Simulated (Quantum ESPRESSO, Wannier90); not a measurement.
Wannier functions of BaO (NiAs type)

Materials Project entry mp-1008500; symmetrised, unrelaxed at this level. Not found in the COD (Crystallography Open Database) copy used, which has the formula in other groups; not checked further. Method: PBEsol plane waves in Quantum ESPRESSO 7.5 (PseudoDojo norm-conserving files, 68 Ry, spinors with spin-orbit coupling), Bloch states on a 6×6×4 mesh through Γ, Wannier90 4.0.1. Density: 12×12×6 mesh, cold smearing 0.01 Ry.

On the energy scale of pw.x, whose zero is arbitrary, the valence-band maximum lies at 8.63 eV.

Input w.win:

```
num_bands = 16
num_wann = 16
exclude_bands = 1-4,9-20,33-78
spinors = true
num_iter = 1000
conv_tol = 1.0e-6
conv_window = 4
write_hr = true
write_u_matrices = true
auto_projections = true
begin unit_cell_cart
ang
    3.8186301786    0.0000000000    0.0000000000
   -1.9093150893    3.3070307423    0.0000000000
    0.0000000000    0.0000000000    6.6542000000
end unit_cell_cart
begin atoms_frac
Ba   0.3333333333 -0.3333333333  0.2500000000
Ba  -0.3333333333  0.3333333333 -0.2500000000
O    0.0000000000  0.0000000000  0.5000000000
O    0.0000000000  0.0000000000  0.0000000000
end atoms_frac
mp_grid = 6 6 4
begin kpoints
0.0000000000 0.0000000000 0.0000000000
0.0000000000 0.0000000000 0.2500000000
0.0000000000 0.0000000000 0.5000000000
... (141 more lines: the 6x6x4 mesh through Gamma)
end kpoints
```

Input of pw2wannier90.x that gives the overlap and projection files (equivalent; here they were cut from one run over all bands):

```
&inputpp
  outdir = './out'
  prefix = 'pwscf'
  seedname = 'w'
  write_amn = .true.
  write_mmn = .true.
  scdm_proj = .true.
  scdm_entanglement = 'isolated'
/
```

Output w.wout (banner and timings cut):

```
                                    ------
                                    SYSTEM
                                    ------

                              Lattice Vectors (Ang)
                    a_1     3.818630   0.000000   0.000000
                    a_2    -1.909315   3.307031   0.000000
                    a_3     0.000000   0.000000   6.654200

                   Unit Cell Volume:      84.03142  (Ang^3)

                        Reciprocal-Space Vectors (Ang^-1)
                    b_1     1.645403   0.949974  -0.000000
                    b_2     0.000000   1.899948   0.000000
                    b_3     0.000000  -0.000000   0.944244

 *----------------------------------------------------------------------------*
 |   Site       Fractional Coordinate          Cartesian Coordinate (Ang)     |
 +----------------------------------------------------------------------------+
 | ba   1   0.33333  -0.33333   0.25000   |    1.90932  -1.10234   1.66355    |
 | ba   2  -0.33333   0.33333  -0.25000   |   -1.90932   1.10234  -1.66355    |
 | o    1   0.00000   0.00000   0.50000   |    0.00000   0.00000   3.32710    |
 | o    2   0.00000   0.00000   0.00000   |    0.00000   0.00000   0.00000    |
 *----------------------------------------------------------------------------*
                                ------------
                                K-POINT GRID
                                ------------

             Grid size =  6 x  6 x  4      Total points =  144

 *---------------------------------- MAIN ------------------------------------*
 |  Number of Wannier Functions               :                16             |
 |  Number of Objective Wannier Functions     :                16             |
 |  Number of input Bloch states              :                16             |
 |  Output verbosity (1=low, 5=high)          :                 1             |
 |  Timing Level (1=low, 5=high)              :                 1             |
 |  Optimisation (0=memory, 3=speed)          :                 3             |
 |  Length Unit                               :               Ang             |
 |  Post-processing setup (write *.nnkp)      :                 F             |
 |  Using Gamma-only branch of algorithms     :                 F             |
 *----------------------------------------------------------------------------*
 *------------------------------- WANNIERISE ---------------------------------*
 |  Total number of iterations                :              1000             |
 |  Number of CG steps before reset           :                 5             |
 |  Trial step length for line search         :             2.000             |
 |  Convergence tolerence                     :         0.100E-05             |
 |  Convergence window                        :                 4             |
 |  Iterations between writing output         :                 1             |
 |  Iterations between backing up to disk     :               100             |
 |  Write r^2_nm to file                      :                 F             |
 |  Write xyz WF centres to file              :                 F             |
 |  Write on-site energies <0n|H|0n> to file  :                 F             |
 |  Use guiding centre to control phases      :                 F             |
 |  Use phases for initial projections        :                 F             |
 *----------------------------------------------------------------------------*
 *-------------------------------- PLOTTING ----------------------------------*
 |  Plotting Hamiltonian in WF basis          :                 T             |
 *----------------------------------------------------------------------------*

 *---------------------------------- K-MESH ----------------------------------*
 +----------------------------------------------------------------------------+
 |                    Distance to Nearest-Neighbour Shells                    |
 |                    ------------------------------------                    |
 |          Shell             Distance (Ang^-1)          Multiplicity         |
 |          -----             -----------------          ------------         |
 |             1                   0.236061                      2            |
 |             2                   0.316658                      6            |
 |             3                   0.394965                     12            |
 |             4                   0.472122                      2            |
 |             5                   0.548468                      6            |
 |             6                   0.568481                     12            |
 |             7                   0.597111                     12            |
 |             8                   0.633316                      6            |
       ... (lines left out)
 +----------------------------------------------------------------------------+
 | The b-vectors are chosen automatically                                     |
 | The following shells are used:                       1,  2                 |
 +----------------------------------------------------------------------------+
 |                        Shell   # Nearest-Neighbours                        |
 |                        -----   --------------------                        |
 |                          1               2                                 |
 |                          2               6                                 |
 +----------------------------------------------------------------------------+
 | Completeness relation is fully satisfied [Eq. (B1), PRB 56, 12847 (1997)]  |
 +----------------------------------------------------------------------------+
 |                  b_k Vectors (Ang^-1) and Weights (Ang^2)                  |
 |                  ----------------------------------------                  |
 |            No.         b_k(x)      b_k(y)      b_k(z)        w_b           |
 |            ---        --------------------------------     --------        |
 |             1         0.000000    0.000000    0.236061     8.972675        |
 |             2         0.000000    0.000000   -0.236061     8.972675        |
 |             3         0.000000    0.316658    0.000000     3.324283        |
 |             4         0.274234    0.158329    0.000000     3.324283        |
 |             5         0.000000   -0.316658    0.000000     3.324283        |
 |             6         0.274234   -0.158329    0.000000     3.324283        |
 |             7        -0.274234   -0.158329    0.000000     3.324283        |
 |             8        -0.274234    0.158329    0.000000     3.324283        |
 +----------------------------------------------------------------------------+
 |                           b_k Directions (Ang^-1)                          |
 |                           -----------------------                          |
 |            No.           x           y           z                         |
 |            ---        --------------------------------                     |
 |             1         0.000000    0.000000    0.236061                     |
 |             2         0.000000    0.316658    0.000000                     |
 |             3         0.274234    0.158329    0.000000                     |
 |             4         0.274234   -0.158329    0.000000                     |
 +----------------------------------------------------------------------------+

 Starting a new Wannier90 calculation ...

 Reading overlaps from w.mmn

 Reading projections from w.amn

 *------------------------------- WANNIERISE ---------------------------------*
 +--------------------------------------------------------------------+<-- CONV
 | Iter  Delta Spread     RMS Gradient      Spread (Ang^2)            |<-- CONV
 +--------------------------------------------------------------------+<-- CONV

 ------------------------------------------------------------------------------
 Initial State
  WF centre and spread    1  ( -0.191440, -0.161539, -3.252402 )     2.08045802
  WF centre and spread    2  ( -0.191365,  0.170895, -0.083767 )     1.88757670
  WF centre and spread    3  ( -0.042111,  0.248517, -3.248781 )     1.92214596
  WF centre and spread    4  (  0.227240,  0.079169, -0.074960 )     2.14105566
  WF centre and spread    5  (  0.236813, -0.076818, -3.237192 )     1.95833374
  WF centre and spread    6  ( -0.048878, -0.243178, -0.079558 )     1.86016722
  WF centre and spread    7  ( -0.005781, -0.003293,  3.061914 )     2.08820936
  WF centre and spread    8  ( -0.007887, -0.006972,  0.262302 )     2.10143976
  WF centre and spread    9  ( -1.539981,  0.674114, -1.335004 )    25.51044173
  WF centre and spread   10  (  1.944630, -0.499580,  1.777912 )    15.62428593
  WF centre and spread   11  (  1.615706, -1.013821,  0.357057 )    12.19352135
  WF centre and spread   12  (  2.168157, -0.941185,  2.798586 )    12.74107243
  WF centre and spread   13  (  1.529214, -1.198395,  2.131901 )    24.53840670
  WF centre and spread   14  ( -2.283858,  1.389043, -1.605366 )    14.27874778
  WF centre and spread   15  ( -0.237693, -1.426650, -1.803203 )    16.48262296
  WF centre and spread   16  (  1.983734, -1.624928,  0.873761 )    24.52779062
  Sum of centres and spreads (  5.156499, -4.634620, -3.456800 )   161.93627592

      0     0.162E+03     0.0000000000      161.9362759012  <-- CONV
        O_D=     29.5986846 O_OD=    108.3272642 O_TOT=    161.9362759 <-- SPRD
 ------------------------------------------------------------------------------
      1    -0.272E+01    12.9775419071      159.2134089831  <-- CONV
        O_D=     27.2159217 O_OD=    107.9871602 O_TOT=    159.2134090 <-- SPRD
      2    -0.896E+01     9.2224540928      150.2491419194  <-- CONV
        O_D=     20.5134308 O_OD=    105.7253840 O_TOT=    150.2491419 <-- SPRD
      3    -0.164E+02     5.8410444234      133.8701365841  <-- CONV
        O_D=     12.9332694 O_OD=     96.9265401 O_TOT=    133.8701366 <-- SPRD
      4    -0.112E+02     4.7540975067      122.6673236034  <-- CONV
        O_D=     11.1074794 O_OD=     87.5495171 O_TOT=    122.6673236 <-- SPRD
      5    -0.420E+01     5.3391588218      118.4663860111  <-- CONV
        O_D=     10.1232024 O_OD=     84.3328566 O_TOT=    118.4663860 <-- SPRD
       ... (lines left out)
    100    -0.278E-03     0.0188911726       25.3630810425  <-- CONV
        O_D=      0.0026247 O_OD=      1.3501292 O_TOT=     25.3630810 <-- SPRD
       ... (lines left out)
    198    -0.623E-06     0.0007492250       25.3533273312  <-- CONV
        O_D=      0.0025411 O_OD=      1.3404592 O_TOT=     25.3533273 <-- SPRD
    199    -0.611E-06     0.0011165645       25.3533267207  <-- CONV
        O_D=      0.0025410 O_OD=      1.3404587 O_TOT=     25.3533267 <-- SPRD
    200    -0.800E-06     0.0007413931       25.3533259208  <-- CONV
        O_D=      0.0025410 O_OD=      1.3404579 O_TOT=     25.3533259 <-- SPRD
             <<<     Delta < 1.000E-06  over  4 iterations     >>>
             <<< Wannierisation convergence criteria satisfied >>>
 Final State
  WF centre and spread    1  ( -0.199225, -0.183711, -3.241393 )     1.55100438
  WF centre and spread    2  ( -0.209084,  0.171568, -0.086913 )     1.55208410
  WF centre and spread    3  ( -0.059427,  0.264305, -3.241091 )     1.55117648
  WF centre and spread    4  (  0.253159,  0.095317, -0.086801 )     1.55205901
  WF centre and spread    5  (  0.258684, -0.080795, -3.241356 )     1.55101732
  WF centre and spread    6  ( -0.043996, -0.266881, -0.086873 )     1.55207216
  WF centre and spread    7  ( -0.000034,  0.000202,  3.068248 )     1.68731342
  WF centre and spread    8  ( -0.000069,  0.000002,  0.261987 )     1.68083696
  WF centre and spread    9  ( -0.185762,  0.106271, -3.156046 )     1.60044113
  WF centre and spread   10  (  3.600798, -0.118118,  0.130359 )     1.57200707
  WF centre and spread   11  (  0.245745, -0.100398,  0.098255 )     1.55668041
  WF centre and spread   12  (  3.679050, -0.112677,  3.124282 )     1.62260274
  WF centre and spread   13  (  2.079425, -3.097623,  3.236016 )     1.55118800
  WF centre and spread   14  ( -1.755774,  3.104385, -3.204457 )     1.56443164
  WF centre and spread   15  ( -0.017774, -0.067679, -0.254172 )     1.67095954
  WF centre and spread   16  (  1.899219, -3.020996,  0.024398 )     1.53745161
  Sum of centres and spreads (  9.544936, -3.306829, -6.655558 )    25.35332595

         Spreads (Ang^2)       Omega I      =    24.010327069
        ================       Omega D      =     0.002540989
                               Omega OD     =     1.340457862
    Final Spread (Ang^2)       Omega Total  =    25.353325921
```
